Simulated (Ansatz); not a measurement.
Ansatz (an electronic-structure program) input:

Ansatz 0.2 input:
```yaml
crystal:
  lattice:
    - [-3.433614535, 3.433614535, 3.433614535]
    - [3.433614535, -3.433614535, 3.433614535]
    - [3.433614535, 3.433614535, -3.433614535]
  atoms:
    - { symbol: Li, position: [0.0001132843, 0.5, 0.0] }
    - { symbol: Li, position: [0.5, 0.0, 0.5001132843] }
    - { symbol: Li, position: [0.0, 0.0001132843, 0.5] }
    - { symbol: Li, position: [0.9998867157, 0.9998867157, 0.9998867157] }
    - { symbol: Li, position: [0.4998867157, 0.4998867157, 0.4998867157] }
    - { symbol: Li, position: [0.0, 0.5001132843, 0.5] }
    - { symbol: Li, position: [0.5, 0.0, 0.0001132843] }
    - { symbol: Li, position: [0.5001132843, 0.5, 0.0] }
kpoints:
  mp_grid: { grid: [18, 18, 18] }
hamiltonian:
  xc: pbesol
  pseudopotentials: { azcp: { folder: ./paw }, kind: paw }
scf:
  occupations: { method: fermi_dirac, width: 0.1 }
elastic: { mode: relaxed_ion, stencil: two_point, amplitude: 0.005, f_tol: 0.0005 }
```

Output (shortened):

```
Pseudopotentials: kind: paw
Pseudopotential: Li, paw, valence charge 3
Functional definition: PBEsol
Crystal: 8 atoms, lattice volume = 161.925 Å³
Basis set: ecut = 420 eV, 3103 PW (Γ), exchange–correlation on 80×80×80 points (8 copies of the dense FFT grid, shifted against one another)
Bands: 20, of which v1, the nominal top of the filled ones, is band 12 counted from 1 (11 counted from 0)
Symmetry: 24 space group operations
Space group: I-43d (ITA 220), of the structure as read, at distance tolerance 5.5e-5 Å
k-points: 195 of 5832 (time reversal used)
Initial density: superposition of atomic densities (chi_scale 0.1, normalization cell)
Initial wavefunctions: pseudopotential atomic-orbital guess
Eigensolver: davidson
Functional: x = pbesol(κ = 0.804, μ = 0.12345679012345678), c = pbesol(β = 0.046)
all-band conjugate gradients solve this SCF's bands
SCF 1 converged in 8 iterations: F = -1624.048334 eV  dr2 = 2.44e-14
Crystal: 8 atoms, lattice volume = 161.116 Å³
Symmetry: 8 space group operations
k-points: 480 of 5832 (time reversal used)
Initial density: handed on by an earlier stage of this run
Initial wavefunctions: pseudopotential atomic-orbital guess (no wavefunctions were taken with the density)
SCF 2 converged in 9 iterations: F = -1624.048067 eV  dr2 = 2.96e-15
relax step   1: F+E_penalty+E_count = -1624.04806657 eV  Δ(F+E_penalty+E_count) = +0.000e0 eV  max|allowed force component| = 3.354e-5 eV/Å  Δτ_max = 0.0000 Å  (9 SCF iters, accepted)
Crystal: 8 atoms, lattice volume = 161.116 Å³
Initial wavefunctions: those handed on with the density
SCF 3 converged in 7 iterations: F = -1624.048067 eV  dr2 = 4.07e-14
Crystal: 8 atoms, lattice volume = 162.735 Å³
Basis set: ecut = 420 eV, 3127 PW (Γ), exchange–correlation on 80×80×80 points (8 copies of the dense FFT grid, shifted against one another)
SCF 4 converged in 9 iterations: F = -1624.048229 eV  dr2 = 2.73e-15
relax step   1: F+E_penalty+E_count = -1624.04822932 eV  Δ(F+E_penalty+E_count) = +0.000e0 eV  max|allowed force component| = 3.557e-5 eV/Å  Δτ_max = 0.0000 Å  (9 SCF iters, accepted)
Crystal: 8 atoms, lattice volume = 162.735 Å³
SCF 5 converged in 7 iterations: F = -1624.048229 eV  dr2 = 3.64e-14
Crystal: 8 atoms, lattice volume = 161.924 Å³
Basis set: ecut = 420 eV, 3115 PW (Γ), exchange–correlation on 80×80×80 points (8 copies of the dense FFT grid, shifted against one another)
Symmetry: 4 space group operations
k-points: 865 of 5832 (time reversal used)
SCF 6 converged in 8 iterations: F = -1624.048194 eV  dr2 = 7.23e-15
relax step   1: F+E_penalty+E_count = -1624.04819435 eV  Δ(F+E_penalty+E_count) = +0.000e0 eV  max|allowed force component| = 3.561e-5 eV/Å  Δτ_max = 0.0000 Å  (8 SCF iters, accepted)
Crystal: 8 atoms, lattice volume = 161.924 Å³
SCF 7 converged in 7 iterations: F = -1624.048194 eV  dr2 = 3.83e-14
Crystal: 8 atoms, lattice volume = 161.924 Å³
SCF 8 converged in 8 iterations: F = -1624.048194 eV  dr2 = 7.23e-15
relax step   1: F+E_penalty+E_count = -1624.04819435 eV  Δ(F+E_penalty+E_count) = +0.000e0 eV  max|allowed force component| = 3.561e-5 eV/Å  Δτ_max = 0.0000 Å  (8 SCF iters, accepted)
Crystal: 8 atoms, lattice volume = 161.924 Å³
SCF 9 converged in 7 iterations: F = -1624.048194 eV  dr2 = 3.83e-14
SCF converged after 8 iterations
Free energy (F): -1624.048334 eV
Harris-Foulkes:  -1624.048334 eV  (|F-HF|=2.27e-13)
Internal energy: -1623.921430 eV  (E = F + TS)
E sigma→0 (E₀):  -1623.984882 eV
Entropy (-TS):   -0.126904 eV (-15.863 meV/atom)
Fermi energy:    1.018332 eV
--- Per-component energies (eV) ---
  E_band       = -721.487312
  E_kinetic    = 125.037133
  E_local      = -1118.479923  (includes V_loc(G=0)·N_el)
  E_nonlocal   = -157.669955
  E_hartree    = 321.899229
  E_xc         = -64.927759
  E_vxc        = -84.175867  (∫ρ·V_xc dr)
  E_paw        = -180.351785  (= ΣΔE_a)
  E_vpaw       = -129.999176  (= ΣTr[D̂ρ^β])
  E_aug_tail   = 0.002018  (compensation charges beyond the density's cutoff)
  E_ewald      = -549.430388
  E_smearing   = -0.126904  (= −TS)
  E_closure    = 0.000000  (closes the sum)
  Σ components = -1624.048334   (vs F -1624.048334, Δ=0.00e0)
--- Forces (eV/Å), atoms counted from 1 ---
  atom   1  Li     0.00003126    -0.00003126    -0.00003126
  atom   2  Li    -0.00003126    -0.00003126     0.00003126
  atom   3  Li    -0.00003126     0.00003126    -0.00003126
  atom   4  Li     0.00003126     0.00003126     0.00003126
  atom   5  Li     0.00003126     0.00003126     0.00003126
  atom   6  Li    -0.00003126     0.00003126    -0.00003126
  atom   7  Li    -0.00003126    -0.00003126     0.00003126
  atom   8  Li     0.00003126    -0.00003126    -0.00003126
  max |Σ_I F_I| component: 0.0 eV/Å
--- Stress (GPa, compression-positive) ---
        0.015729       0.000000       0.000000
        0.000000       0.015729       0.000000
        0.000000       0.000000       0.015729
  P = ⅓ Tr σ = 0.0157 GPa (0.157 kbar)
  The stress holds the Pulay correction. Without it, at fixed plane waves, as pw.x and ABINIT print it: P = 0.0142 GPa
  The stress includes an estimate of the error left by incomplete SCF convergence (largest component 0.0000 GPa).
--- Band table (eV; the first three rows and the last of 195) ---
  k-point 0: bands = ["-44.9283", "-44.9078", "-44.9078", "-44.9078", "-44.9078", "-44.9078", "-44.9078", "-44.8939", "-2.5571", "1.2565", "1.2565", "1.2565", "1.2565", "1.2565", "1.2565", "4.2689", "4.2689", "4.2689", "4.2689", "4.2689"]
  k-point 1: bands = ["-44.9282", "-44.9080", "-44.9078", "-44.9078", "-44.9078", "-44.9078", "-44.9077", "-44.8940", "-2.5425", "1.1616", "1.2463", "1.2463", "1.2465", "1.2465", "1.2757", "4.2753", "4.3049", "4.3049", "4.3049", "4.3049"]
  k-point 2: bands = ["-44.9277", "-44.9085", "-44.9079", "-44.9079", "-44.9078", "-44.9078", "-44.9074", "-44.8943", "-2.4987", "0.9161", "1.2181", "1.2181", "1.2184", "1.2184", "1.3336", "4.2949", "4.4104", "4.4104", "4.4105", "4.4105"]
  k-point 194: bands = ["-44.9095", "-44.9095", "-44.9095", "-44.9095", "-44.9095", "-44.9095", "-44.9063", "-44.9063", "-0.1399", "-0.1399", "-0.1399", "-0.1399", "-0.1399", "-0.1399", "4.3984", "4.3984", "4.3984", "4.3984", "4.3984", "4.3984"]
  band table: 20 of 20 bands, residual norms ≤ 1.0e-3 eV
--- Elastic constants: 2 strain directions × 2 members + reference (group order 24) ---
  dense FFT box of the reference and of every strained cell: 40×40×40
  strains applied: 11, 23; error gains: componentwise 1.00 (the most a stress slope's error grows in a printed constant), spectral 1.73 (1 for all six strains …
  C = ∂σ_k/∂η_j (tension-positive GPa; Voigt order 11 22 33 23 13 12):
        14.745     13.179     13.179      0.000      0.000      0.000
        13.179     14.745     13.179      0.000      0.000      0.000
        13.179     13.179     14.745      0.000      0.000      0.000
         0.000      0.000      0.000     11.062      0.000      0.000
         0.000      0.000      0.000      0.000     11.062      0.000
         0.000      0.000      0.000      0.000      0.000     11.062
  reference stress σ⁰ (GPa):     -0.016     -0.016     -0.016      0.000      0.000      0.000
  moduli (Voigt/Reuss/Hill, GPa): K = 13.70/13.70/13.70   G = 6.95/1.77/4.36   E = 11.83   ν = 0.356
  mechanically stable: yes (min eigenvalue of sym C = 1.57 GPa)
  strain η (Voigt 11):  stress-route row diagonal C_11 = 14.75 GPa, energy-path curvature d²(F+E_count+ΔE)/dδ²/Ω₀ = 14.75 GPa
         δ    σ_11 (GPa)             F (eV)   n_scf  n_hpsi   n_pw
    -5.000e-3      -0.0905       -1624.0480666       7  162140   3212   relax 1 steps, max|allowed force component| 3.35e-5 eV/Å
     5.000e-3       0.0569       -1624.0482293       7  162732   3252   relax 1 steps, max|allowed force component| 3.56e-5 eV/Å
  strain η (Voigt 23):  stress-route row diagonal C_44 = 11.06 GPa, energy-path curvature d²(F+E_count+ΔE)/dδ²/Ω₀ = 11.07 GPa
         δ    σ_23 (GPa)             F (eV)   n_scf  n_hpsi   n_pw
    -5.000e-3      -0.0553       -1624.0481944       7  292078   3252   relax 1 steps, max|allowed force component| 3.56e-5 eV/Å
     5.000e-3       0.0553       -1624.0481944       7  292064   3252   relax 1 steps, max|allowed force component| 3.56e-5 eV/Å
```

Cost: about 30 core-minutes (a rough figure) on shared cores.

Space group Im-3m (bcc (W type)). The cell was relaxed with PBEsol under the symmetry of its start. As this level gives no gap, shear constants depend on the k-mesh and smearing (Fermi–Dirac, 0.1 eV here). Point labels and valley counts follow the cell and symmetry of the run, lower than the named group.

Potentials: the earlier of the program's two PAW sets. The files were generated under PBE; for other functionals the program regenerates the frozen cores, and for LDA and PBEsol the local potential too.

Ansatz is a plane-wave DFT program.
